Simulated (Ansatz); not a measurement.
**HfS$_{2}$, first-principles data**

HfS$_{2}$:
```
HfS2
1.0
    6.32147     0.00000     0.00000
    0.00000     5.97829     0.00000
    0.00000     0.00000     6.07669
Hf S
4 8
Direct
  0.05860   0.28033   0.25024
  0.94140   0.71967   0.75024
  0.44140   0.28033   0.75024
  0.55860   0.71967   0.25024
  0.38498   0.08626   0.36263
  0.61502   0.91374   0.86263
  0.11502   0.08626   0.86263
  0.88498   0.91374   0.36263
  0.75184   0.43221   0.50013
  0.24816   0.56779   0.00013
  0.74816   0.43221   0.00013
  0.25184   0.56779   0.50013
```

Space group Pca2_1 (No. 29); conventional cell a = 6.3215 Å, b = 5.9783 Å, c = 6.0767 Å, α = β = γ = 90.00°.

Method: PBEsol (plane waves, PAW; program Ansatz). Structure relaxed to zero pressure with the same functional. Other levels are named where they apply.

**Cell and energy**

- Volume per atom: 19.14 Å³
- Density: 7.02 g/cm³
- Formation energy from the elements (no fitted shifts): -1.49 eV/atom

**Electronic structure**

- Band gap = 0.99 eV (indirect)
- Valence-band maximum = at Γ
- Conduction-band minimum = on the S–Y line, 71 % of the way from S (k = 0.146, -0.500, 0.000 in fractions of the reciprocal vectors) (2 equivalent valleys)
- Smallest direct gap on the standard path = 1.37 eV
- Electron effective mass = 0.55, 0.62, 4.8 mₑ (principal values)
- Hole effective mass = 0.16, 0.64, 1.1 mₑ (principal values)

**Mechanics**

* **Bulk modulus (Birch–Murnaghan fit)**: 97.4 GPa
* **Pressure derivative B′**: 3.2

The start of the workflow was typed in or built on a structure type; neither database checked (COD, Materials Project) lists it. Its standing as an ambient phase is unchecked. The cell was relaxed with PBEsol under the symmetry of its start; its stability against distortions is not shown here. The run is not spin-polarised. The references are the lowest solids computed at this level, not always the standard phases. Spin–orbit coupling is left out wherever it is not named.

Potentials: the earlier of the program's two PAW sets. The files were generated under PBE; for other functionals the program regenerates the frozen cores, and for LDA and PBEsol the local potential too.
